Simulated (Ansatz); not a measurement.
V (bcc (W type), Im-3m) at seven volumes, plane-wave PAW PBE (Ansatz code), scaled uniformly. One row is withheld.

```json
[
 {"V (Å³/atom)": "12.244", "P (GPa)": "20.54"},
 {"V (Å³/atom)": "12.648", "P (GPa)": "12.66"},
 {"V (Å³/atom)": "13.051", "P (GPa)": "5.86"},
 {"V (Å³/atom)": "13.455", "P (GPa)": "-0.01"},
 {"V (Å³/atom)": "13.858", "P (GPa)": "-5.09"},
 {"V (Å³/atom)": "14.262", "P (GPa)": "-9.48"},
 {"V (Å³/atom)": "14.666", "P (GPa)": "?"}
]
```

### Question
Fit the shown pressures and predict the withheld one.

### Answer
P = (3/2)B₀(x^(7/2) − x^(5/2))[1 + (3/4)(B′ − 4)(x − 1)] with x = (V₀/V)^(2/3). Least squares on the six rows gives V₀ = 13.454 Å³/atom, B₀ = 182 GPa, B′ = 3.84. At V = 14.666, x = 0.9441 and P = -13.30 GPa. The run itself gave -13.29 GPa.

Symmetry was held in the PBE relaxation. No spin polarisation was allowed.

Potentials: the earlier of the program's two PAW sets.
